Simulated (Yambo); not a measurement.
Yambo run on LiBr (wurtzite, space group P6_3mc, No. 186). The wavefunctions are norm-conserving LDA (Quantum ESPRESSO, 74 Ry, scalar-relativistic) ones on a 3×3×2 mesh (10 occupied bands); a = 4.0456 Å, b = 4.0456 Å, c = 6.4821 Å, α = 90.00°, β = 90.00°, γ = 120.00°.

Yambo input:

```
rim_cut
gw0
dyson
el_el_corr
HF_and_locXC
ppa
em1d
RandQpts= 1000000
RandGvec= 1 Ry
EXXRLvcs= 74 Ry
VXCRLvcs= 296 Ry
Chimod= "HARTREE"
% BndsRnXp
 3 | 33 |
%
NGsBlkXp= 3 Ry
% LongDrXp
 1.0 | 1.0 | 1.0 |
%
PPAPntXp= 27.2114 eV
% GbndRnge
 1 | 33 |
%
GTermKind= "BG"
DysSolver= "n"
ExtendOut
% QPkrange
 1 | 1 | 10 | 11 |
%
```

k points by index: 1 = Γ.

The o-*.qp file then holds:

```
#    K-point    Band    Eo [eV]    E [eV]    E-Eo [eV]    Vxc [eV]    Vnlxc [eV]    Sc|Eo [eV]    Sc|E [eV]    dSc/dw|Eo [eV]    Re(Z)    Im(Z)
#
    1    10    0.000000    -1.173466    -1.173466    -13.06137    -16.72458    2.256389    2.489749    -5.410757    0.834136    -0.001348
    1    11    4.815951    6.110485    1.294534    -7.822782    -3.536897    -2.783950    -2.991351    -4.359164    0.861922    -0.001166
```
(The two width columns are left out.) Convergence of these settings isn't established.

Spin-orbit coupling is not included.

Geometry relaxed with LDA.

This is not the ordinary phase of the substance; no match was found in the copy of COD used, and its stability was not checked.
